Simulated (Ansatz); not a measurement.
A geometry of SiNi away from equilibrium: step 2 of the relaxation of a relaxed SiNi cell displaced along its unstable phonon at q = (½, ½, 0) of its primitive reciprocal cell (120i cm⁻¹), largest move 0.15 Å. Method: PBEsol (plane waves to 420 eV, PAW, scalar-relativistic; Ansatz, an electronic-structure program). Γ-centred k-mesh 9×9×7 on the run's cell (coarser than for final values), Fermi–Dirac smearing 0.05 eV.

```
SiNi
1.0
    7.37560     0.00000     0.00000
    3.68780     3.66987     0.00000
    0.00000     0.00000     4.82227
Si Ni
4 4
Cartesian
  7.37560   1.83494  -0.17983
  3.68780   1.83494   0.17983
  1.84390   0.00000   2.41113
  5.53170   0.00000   2.41113
  0.00000   0.09779   1.20639
  3.68780  -0.09779   1.20639
  0.00000  -0.09779   3.61588
  3.68780   0.09779   3.61588
```

**Question.** Predict the force on each atom, in eV/Å.

**Answer.** 
```csv
atom,Fx,Fy,Fz
Si1,0.00,0.00,-0.24
Si2,0.00,0.00,0.24
Si3,0.00,0.00,0.00
Si4,0.00,0.00,0.00
Ni5,0.00,0.22,-0.03
Ni6,0.00,-0.22,-0.03
Ni7,0.00,-0.22,0.03
Ni8,0.00,0.22,0.03
```

**Question.** What is the pressure?

**Answer.** -0.5 GPa, compression positive.

No spin polarisation in the result. A magnetic state may lie lower.

The run could not lose the symmetry of its start, so the end can be a saddle point.

The end of the path is a generated cell of SiNi: the first start was made by placing the elements on the sites of a structure type, and the end was not matched to a known phase here, so it may be hypothetical. Known forms of SiNi include space group No. 62.
